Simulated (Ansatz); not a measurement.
Polymorphs of TiAl3, each relaxed with DFT-PBEsol in the program Ansatz with PAW potentials:

A: Cu3Au type (Pm-3m)
a = b = c = 3.948 Å, α = β = γ = 90.00°

| atom | site | symmetry | x | y | z |
|---|---|---|---|---|---|
| Ti | 1a | m-3m | 0.0000 | 0.0000 | 0.0000 |
| Al | 3c | 4/mm.m | 0.0000 | 0.5000 | 0.5000 |

B: Pmm2
a = 2.782 Å, b = 4.673 Å, c = 4.890 Å, α = β = γ = 90.00°

```json
[
 {"atom": "Ti", "site": "1b", "symmetry": "mm2", "x": "0.0000", "y": "0.5000", "z": "0.1632"},
 {"atom": "Al", "site": "1d", "symmetry": "mm2", "x": "0.5000", "y": "0.5000", "z": "0.6642"},
 {"atom": "Al", "site": "1c", "symmetry": "mm2", "x": "0.5000", "y": "0.0000", "z": "0.3329"},
 {"atom": "Al", "site": "1a", "symmetry": "mm2", "x": "0.0000", "y": "0.0000", "z": "0.8397"}
]
```

### Question
Rank these by energy per atom at 0 K (lowest first), as PBEsol gives it.

### Answer
A (+0 meV/atom), B (+133 meV/atom)

Standing as an ambient phase not checked: A; B. Perhaps ordered models of mixed-site phases: B. All cells were relaxed under the symmetry of their starts (and spin orders); stability against distortions was not tested throughout. Rows with no word on spin ran without spin polarisation.

Energies hold the estimated change up to a 700 eV cutoff; steps of a few meV lie near the error of the meshes.

Potentials: the later of the program's two PAW sets.
